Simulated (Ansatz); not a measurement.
Input, command and steps of an Ansatz relaxation.

```yaml
crystal:
  lattice:
    - [4.7875312776, 0.0, 0.0]
    - [-2.3937656388, 4.1461237078, 0.0]
    - [0.0, 0.0, 7.9048903828]
  atoms:
    - { symbol: Sr, position: [0.0, 0.0, 0.0] }
    - { symbol: Cd, position: [0.3333333333, 0.6666666667, 0.6317283087] }
    - { symbol: Cd, position: [0.6666666667, 0.3333333333, 0.3682716913] }
    - { symbol: Sb, position: [0.3333333333, 0.6666666667, 0.2515548329] }
    - { symbol: Sb, position: [0.6666666667, 0.3333333333, 0.7484451671] }
basis:
  ecutwfc: 420
kpoints:
  mp_grid: { grid: [12, 12, 6] }
hamiltonian:
  xc: pbesol
scf:
  occupations: { method: gaussian, width: 0.1 }
output:
  forces: true
  stress: true
  eigenvalues: true
relax:
  adjacent_minimum: "off"
  f_tol: 0.01
  max_steps: 30
  cell: { stress_tol: 0.1, fix: [volume] }
```

```bash
ansatz run input.yaml --threads 1 --pin off --max-ram 2560MiB --backend cpu --events-out ev --progress --plain --runs-dir out
```

Theory: DFT PBEsol, scalar-relativistic, plane waves, PAW in Ansatz.

The volume is held at 1.06 times that of the relaxed cell.

Of 4 frames 3 are shown, positions in Å and forces in eV/Å; the SCF threshold varies from step to step. Steps run on the plane waves of an earlier cell, with a Pulay correction in the pressure. The basis is chosen afresh for the last frame, the zero of the energies, and at times for earlier ones too; energy and pressure step there, also at an unchanged geometry.

```xyz
5
Lattice="4.7875 0.0000 0.0000 -2.3938 4.1461 0.0000 0.0000 0.0000 7.9049" Properties=species:S:1:pos:R:3:forces:R:3 pbc="T T T" step=1 free_energy_over_end_meV_per_atom=0.32 pressure_GPa=-2.27
Sr    0.0000    0.0000    0.0000    0.0000    0.0000    0.0000
Cd    0.0000    2.7641    4.9937    0.0000    0.0000    0.0011
Cd    2.3938    1.3820    2.9111    0.0000    0.0000   -0.0011
Sb    0.0000    2.7641    1.9885    0.0000    0.0000    0.0824
Sb    2.3938    1.3820    5.9164    0.0000    0.0000   -0.0824
5
Lattice="4.7816 0.0000 0.0000 -2.3908 4.1410 0.0000 0.0000 0.0000 7.9245" Properties=species:S:1:pos:R:3:forces:R:3 pbc="T T T" step=2 free_energy_over_end_meV_per_atom=0.10 pressure_GPa=-2.11
Sr    0.0000    0.0000    0.0000    0.0000    0.0000    0.0000
Cd    0.0000    2.7607    5.0061    0.0000    0.0000    0.0169
Cd    2.3908    1.3803    2.9184    0.0000    0.0000   -0.0169
Sb    0.0000    2.7607    2.0195    0.0000    0.0000   -0.0509
Sb    2.3908    1.3803    5.9049    0.0000    0.0000    0.0509
5
Lattice="4.7813 0.0000 0.0000 -2.3907 4.1408 0.0000 0.0000 0.0000 7.9254" Properties=species:S:1:pos:R:3:forces:R:3 pbc="T T T" step=4 free_energy_over_end_meV_per_atom=0.00 pressure_GPa=-2.16
Sr    0.0000    0.0000    0.0000    0.0000    0.0000    0.0000
Cd    0.0000    2.7605    5.0072    0.0000    0.0000    0.0062
Cd    2.3907    1.3803    2.9181    0.0000    0.0000   -0.0062
Sb    0.0000    2.7605    2.0111    0.0000    0.0000   -0.0019
Sb    2.3907    1.3803    5.9143    0.0000    0.0000    0.0019
```

The run took 3.3 min on 1 thread of Arm Neoverse V1, with other jobs on the host, peak memory 0.78 GiB.